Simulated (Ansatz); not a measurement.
BN:
```
CELL_PARAMETERS angstrom
      0.00000     1.81205     1.81205
      1.81205     0.00000     1.81205
      1.81205     1.81205     0.00000
ATOMIC_POSITIONS crystal
  B  0.00000 0.00000 0.00000
  N  0.25000 0.25000 0.25000
```

Relaxed with PBE. Special points in fractions of this cell's reciprocal vectors: Γ (0.000, 0.000, 0.000); X (0.500, 0.000, 0.500); U (0.625, 0.250, 0.625); K (0.375, 0.375, 0.750); L (0.500, 0.500, 0.500); W (0.500, 0.250, 0.750).

### Question
List the band energies nearest the valence-band maximum at these points for DFT-PBE in the program Ansatz with PAW potentials.

### Answer
In eV from the valence-band maximum; about four levels below and three above (degenerate sets whole), none deeper than 8.9 eV; … stands for higher levels left out; points with the same levels are listed once.

```
k              below         above
-  -----------------  ------------
Γ     0.00 0.00 0.00             …
X  -8.87 -4.87 -4.87   4.46 9.19 …
U  -8.09 -7.60 -4.05  6.89 12.80 …
L        -1.93 -1.93       10.03 …
W  -7.55 -6.91 -6.45  9.57 13.20 …
```

Space group F-43m (zinc blende). Symmetry was held in the PBE relaxation.

Potentials: the earlier of the program's two PAW sets.
